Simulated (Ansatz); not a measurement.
A relaxed structure of ZnS. Space group P6₃mc (No. 186), wurtzite type. Computed with PBE (plane waves to 420 eV, PAW, scalar-relativistic; Ansatz, a quantum-chemistry and plane-wave program).

```xyz
4
Lattice="3.8455 0.0000 0.0000 -1.9228 3.3303 0.0000 0.0000 0.0000 6.3055" Properties=species:S:1:pos:R:3 pbc="T T T"
Zn     1.9228     1.1101     0.4124
Zn     0.0000     2.2202     3.5652
S      0.0000     2.2202     1.2036
S      1.9228     1.1101     4.3564
```

Volume per atom: 20.19 Å³
Density: 4.01 g/cm³
Band gap: 2.07 eV, direct at Γ (no spin-orbit coupling)
Shortest distances: S–Zn 2.36 Å
k-mesh: 10×10×5

Band energies at high-symmetry points (eV from the VBM; labels of this space group; no spin-orbit coupling), from −5 eV up to 4.8 eV:

| point | energies |
|---|---|
| Γ | -0.86 -0.86 -0.07 0.00 0.00 2.07 3.04 |
| M | -4.71 -4.01 -3.14 -2.14 -1.61 -0.85 3.68 4.17 |
| K | -4.21 -4.21 -3.68 -2.22 -2.22 -2.00 4.35 |
| A | -2.80 -2.80 -0.45 -0.45 -0.45 -0.45 3.47 3.47 |
| L | -4.74 -4.74 -1.57 -1.57 -1.54 -1.54 3.53 3.53 |
| H | -4.62 -4.62 -2.92 -2.92 -1.29 -1.29 4.45 4.45 |

No spin polarisation in the result.

It was reached from a disturbed copy of a P6₃/mmc (No. 194) cell (NiAs type), against which it lies -0.338 eV/atom.
